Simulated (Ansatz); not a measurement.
Relaxation of a relaxed Pt cell, doubled along one cell vector, shaken by Gaussian noise of σ = 0.08 Å a coordinate; 2 atoms in the cell, which starts as P-1 (No. 2), aP2; a = b = 2.729 Å, c = 4.307 Å, α = β = 80.39°, γ = 75.79°. Level of theory: PBEsol (plane waves to 420 eV, PAW, scalar-relativistic; Ansatz, an electronic-structure program). Γ-centred k-mesh 15×8×14 on the run's cell (coarser than for final values), Fermi–Dirac smearing 0.05 eV. This is the first round of the run. 

The optimiser's lines from the output (shortened; P is positive under compression):

```
relax step   1: F+E_penalty+E_count = -24767.53056284 eV  Δ(F+E_penalty+E_count) = +0.000e0 eV  max|allowed force component| = 1.031e0 eV/Å  Δτ_max = 0.0000 Å  P = +1.993 GPa  Ω = 30.399 Å³  (6 SCF iters, dr2 threshold 1.00e-7 eV, accepted)
relax step   2: F+E_penalty+E_count = -24767.58852194 eV  Δ(F+E_penalty+E_count) = -5.796e-2 eV  max|allowed force component| = 6.301e-1 eV/Å  Δτ_max = 0.1380 Å  P = +2.764 GPa  Ω = 30.172 Å³  (6 SCF iters, dr2 threshold 2.00e-7 eV, accepted)
relax step   3: F+E_penalty+E_count = -24767.62641655 eV  Δ(F+E_penalty+E_count) = -3.789e-2 eV  max|allowed force component| = 6.530e-3 eV/Å  Δτ_max = 0.0501 Å  P = -1.794 GPa  Ω = 30.611 Å³  (6 SCF iters, dr2 threshold 2.00e-7 eV, accepted)
relax step   4: F+E_penalty+E_count = -24767.62823545 eV  Δ(F+E_penalty+E_count) = -1.819e-3 eV  max|allowed force component| = 5.998e-4 eV/Å  Δτ_max = 0.0009 Å  P = +0.230 GPa  Ω = 30.372 Å³  (6 SCF iters, dr2 threshold 2.00e-7 eV, accepted)
relax step   5: F+E_penalty+E_count = -24767.62826220 eV  Δ(F+E_penalty+E_count) = -2.675e-5 eV  max|allowed force component| = 1.847e-4 eV/Å  Δτ_max = 0.0000 Å  P = +0.066 GPa  Ω = 30.390 Å³  (6 SCF iters, dr2 threshold 2.00e-7 eV, accepted)
relax step   6: F+E_penalty+E_count = -24767.62826380 eV  Δ(F+E_penalty+E_count) = -1.595e-6 eV  max|allowed force component| = 1.226e-5 eV/Å  Δτ_max = 0.0000 Å  P = -0.000 GPa  Ω = 30.398 Å³  (6 SCF iters, dr2 threshold 2.12e-8 eV, accepted)
relax step   7: F+E_penalty+E_count = -24767.62825981 eV  Δ(F+E_penalty+E_count) = +3.985e-6 eV  max|allowed force component| = 1.227e-5 eV/Å  Δτ_max = 0.0000 Å  P = -0.000 GPa  Ω = 30.398 Å³  stress off target by 7.90e-3 GPa  SCF on the basis re-selected at this cell (its energy is not comparable with the rows above)  (8 SCF iters)
```

From the first to the last row the energy changes by -0.05 eV/atom and the volume by 0.0 %. The last row is marked as not comparable with the walk above it, whose basis was carried along; it does compare with step 1, since both stand on a basis selected at the nominal cutoff for their own cell.

Later rounds, restarted from the end of this one on a renewed k-mesh, logged 6 more steps and released under 0.01 eV/atom more. The final structure after all rounds: I4/mmm (No. 139), tI2, AFLOW prototype A_tI2_139_a (A_a); a = 3.353 Å, b = 3.353 Å, c = 2.705 Å, α = 90.00°, β = 90.00°, γ = 90.00°. No spin polarisation in the result.

The run could not lose the symmetry of its start, so the end can be a saddle point.

The relaxed structure here is a generated cell of Pt: the first start was made by placing the elements on the sites of a structure type, and the end was not matched to a known phase here, so it may be hypothetical. Known forms of Pt include space group No. 225.
